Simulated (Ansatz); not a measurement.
HfN (rocksalt type), DFT, LDA, PAW with Ansatz's default frozen-core files, scalar-relativistic (Ansatz 0.2.0), on 2 threads of Arm Neoverse V2 (shared host).

Command: `ansatz run input.yaml --threads 2 --pin off --max-ram 4096MiB --backend cpu --events-out ev --progress --plain --runs-dir out`

```yaml
crystal:
  lattice:
    - [2.2340571097, 2.2340571097, 0.0]
    - [-2.2340571097, 2.2340571097, 0.0]
    - [0.0, 0.0, 4.4681142194]
  atoms:
    - { symbol: Hf, position: [0.0, 0.0, 0.0] }
    - { symbol: Hf, position: [0.5, 0.5, 0.5] }
    - { symbol: "N", position: [0.5, 0.5, 0.0] }
    - { symbol: "N", position: [0.0, 0.0, 0.5] }
kpoints:
  mp_grid: { grid: [13, 13, 9] }
scf:
  occupations: { method: fermi_dirac, width: 0.08 }
hamiltonian:
  xc: lda
  pseudopotentials: { kind: paw }
output:
  forces: true
  stress: true
  eigenvalues: true
```

How large is the problem that the program sets up?

140 irreducible k-points, 855 plane waves at Γ, 38 bands.

About how long does it take?

5.9 s of wall time for 6 SCF iterations. Times on shared machines scatter by tens of per cent.
